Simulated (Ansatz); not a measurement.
MgO:
Space group Fm-3m (No. 225); a = b = c = 4.159 Å, α = β = γ = 90.00°

```tsv
atom	site	symmetry	x	y	z
O	4a	m-3m	0.0000	0.0000	0.0000
Mg	4b	m-3m	0.5000	0.5000	0.5000
```
(The calculation used a cell of 2 atoms; values per cell refer to that cell.)

Relaxed with LDA.

### Question
Decompose the optical modes at the zone centre into irreducible representations, and say which are infrared and Raman allowed.

### Answer
Point group m-3m: Γ_opt = T1u. Infrared: T1u. Raman: none.

### Question
Assign frequencies (DFPT, LDA (plane waves, PAW; program Ansatz); without the LO–TO term).

### Answer
T1u 408 cm⁻¹.

The LDA relaxation kept the symmetry of its start; phonons on a q-mesh show no instability.

Potentials: the later of the program's two PAW sets.
